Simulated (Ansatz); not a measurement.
NiSe:
```
CELL_PARAMETERS angstrom
      3.65002     0.00000     0.00000
     -1.82501     3.16101     0.00000
      0.00000     0.00000     5.09909
ATOMIC_POSITIONS crystal
  Se 0.33333 0.66667 0.25000
  Se 0.66667 0.33333 0.75000
  Ni 0.00000 0.00000 0.00000
  Ni 0.00000 0.00000 0.50000
```

Relaxed with PBEsol. Special points in fractions of this cell's reciprocal vectors: Γ (0.000, 0.000, 0.000); M (0.500, 0.000, 0.000); K (0.333, 0.333, 0.000); A (0.000, 0.000, 0.500); L (0.500, 0.000, 0.500); H (0.333, 0.333, 0.500).

Question: List the band energies nearest the Fermi level at these points for the program Ansatz at the PBEsol with spin–orbit coupling level (PAW).

Answer: In eV from the Fermi level; about four levels below and three above (degenerate sets whole), none deeper than 8.9 eV; points with the same levels are listed once.

```csv
k,below,above
Γ,-1.24 -1.24 -0.05 -0.05,0.31 0.31 1.53 1.53
M,-1.27 -1.27 -0.94 -0.94,0.76 0.76 1.93 1.93
K,-0.32 -0.32 -0.30 -0.30,3.07 3.07 7.01 7.01
A,-1.54 -1.54 -1.54 -1.54,0.69 0.69 0.69 0.69
L,-0.34 -0.34 -0.34 -0.34,0.39 0.39 0.39 0.39
H,-1.29 -1.29 -1.19 -1.19,1.75 1.75 1.83 1.83
```

Space group P6_3/mmc (NiAs type). The workflow started from an entry of the Crystallography Open Database (COD, 293 K). Whether it is the stable phase at ambient conditions was not checked. Symmetry was held in the PBEsol relaxation; of distortions, only those at the zone centre were tested. The workflow began spin-polarised and lost its moments.

Potentials: the later of the program's two PAW sets.
